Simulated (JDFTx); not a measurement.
Mo(100) slab cut from bulk Mo (space group Im-3m, indices of the conventional cell, lattice of the Materials Project entry mp-129, not re-optimised): 5 atoms in 5 planes, a (1×1) cell of 10.03 Å² (|a| = 3.168, |b| = 3.168 Å), 5.9 Å between the outermost planes, cell height 25.3 Å, 8×8×1 k mesh, Fermi smearing 0.01 Ha, no spin polarisation.

Adsorbate: N on both faces at 1.00 monolayer, started bridge and relaxed in vacuum, keeping the symmetry of the start.

Computed with JDFTx (a modified build): PBE-D3(BJ), GBRV ultrasoft potentials, plane waves to 20/100 Ha. The adsorption energy per N is [E(slab + 2 N) − E(slab)]/2 − (½ E(N2)), with the gas molecules relaxed at the same level and slab energies taken as (E + F)/2, the usual estimate of zero smearing. These are electronic energies without vibrational corrections. Reconstruction of the substrate beyond this cell is outside the model.

Predict the adsorption energy and the geometry, and the change of the work function.

-1.97 eV. N sits 0.25 Å above the highest substrate atom, bound to 5 Mo at 2.01 Å. The work function goes from 3.98 to 3.77 eV. In CANDLE, water, 1 M KF, at zero charge, the adsorption energy is -1.98 eV and the potential of zero charge moves from -0.95 to -1.08 V vs SHE (4.44 V convention).
